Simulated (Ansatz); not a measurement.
BeS:
```cif
data_Be3S3
_chemical_formula_sum 'Be3 S3'
_space_group_name_H-M_alt 'P 1'
_space_group_IT_number 1
_cell_length_a 3.44991
_cell_length_b 3.44991
_cell_length_c 7.83182
_cell_angle_alpha 90.000
_cell_angle_beta 90.000
_cell_angle_gamma 120.000
loop_
_space_group_symop_operation_xyz
  'x, y, z'
loop_
_atom_site_label
_atom_site_type_symbol
_atom_site_fract_x
_atom_site_fract_y
_atom_site_fract_z
_atom_site_occupancy
Be1 Be 0.00000 0.50000 0.33333 1
Be2 Be 0.50000 0.50000 0.66667 1
Be3 Be 0.50000 0.00000 0.00000 1
S1 S 0.00000 0.50000 0.83333 1
S2 S 0.50000 0.50000 0.16667 1
S3 S 0.50000 0.00000 0.50000 1
```

Relaxed with r²SCAN. r²SCAN (plane waves, PAW; program Ansatz) gives a gap of 3.17 eV.

Problem. What gap does HSE06 give on the same cell (Ansatz, PAW)?

Solution. 3.59 eV, 0.41 eV more. The hybrid was solved on a coarser mesh and at special points; its gap is the smallest among all of these.

| k | v1 r²SCAN | c1 r²SCAN | v1 HSE06 | c1 HSE06 |
|---|---|---|---|---|
| Γ | 0.00 | 4.67 | ___ | ___ |
| A | -0.38 | 4.14 | ___ | ___ |
| K | -1.74 | 4.49 | -1.82 | 5.04 |
| H | -1.20 | 4.90 | ___ | ___ |
| M | -1.69 | 3.18 | -1.80 | 3.59 |
| L | -1.27 | 3.69 | ___ | ___ |

Problem. Top valence (v1) and lowest conduction level (c1) in eV from each method's valence maximum (which need not be a listed point): supply the withheld HSE06 values.

Solution. 
- L, v1 HSE06: -1.35
- L, c1 HSE06: 4.19
- H, v1 HSE06: -1.27
- H, c1 HSE06: 5.42
- A, v1 HSE06: -0.36
- A, c1 HSE06: 4.54
- Γ, v1 HSE06: 0.00
- Γ, c1 HSE06: 5.08

Cost on shared cores: the r²SCAN run (SCF on a 9×9×4 mesh, then bands and DOS) roughly 70 core-seconds, the HSE06 run (SCF on 6×6×2, then a few points) about 90 core-seconds (a rough figure); the tasks are unlike.

Space group P6_422. The start of the workflow was typed in or built on a structure type; neither database checked (COD, Materials Project) lists it. COD files the formula under space group No. 216, so this cell is another polymorph or a model. Whether it is the stable phase at ambient conditions was not checked. The cell was relaxed with r²SCAN under the symmetry of its start; whether a distortion lowers the energy is not shown.

Potentials: the earlier of the program's two PAW sets.
